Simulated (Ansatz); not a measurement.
Given:

AgW:
Space group Fm-3m (No. 225); a = b = c = 5.3010 Å, α = β = γ = 90.00°

```
atom  site  symmetry       x       y       z
----  ----  --------  ------  ------  ------
Ag      4a      m-3m  0.0000  0.0000  0.0000
W       4b      m-3m  0.5000  0.5000  0.5000
```
(The calculation used a cell of 2 atoms; values per cell refer to that cell.)

This is the r²SCAN-relaxed structure.

**Question.** All from DFT-r²SCAN in the program Ansatz with PAW potentials, unless another level is named. Estimate the density of states at the Fermi level.

**Answer.** 1.0 states/eV per atom (mean over ±0.08 eV).

**Question.** Give the formation energy from the elements (no fitted shifts).

**Answer.** 2.18 eV/atom.

The start of the workflow was typed in or built on a structure type; neither database checked (COD, Materials Project) lists it. Whether it is the stable phase at ambient conditions was not checked. The r²SCAN relaxation kept the symmetry of its start. At this level the phase is mechanically unstable. No spin polarisation was allowed. Its formation energy is positive at this level, so the cell may be metastable or incomplete. The references are the lowest solids computed at this level, not always the standard phases. Spin–orbit coupling is left out wherever it is not named.

Potentials: the later of the program's two PAW sets.
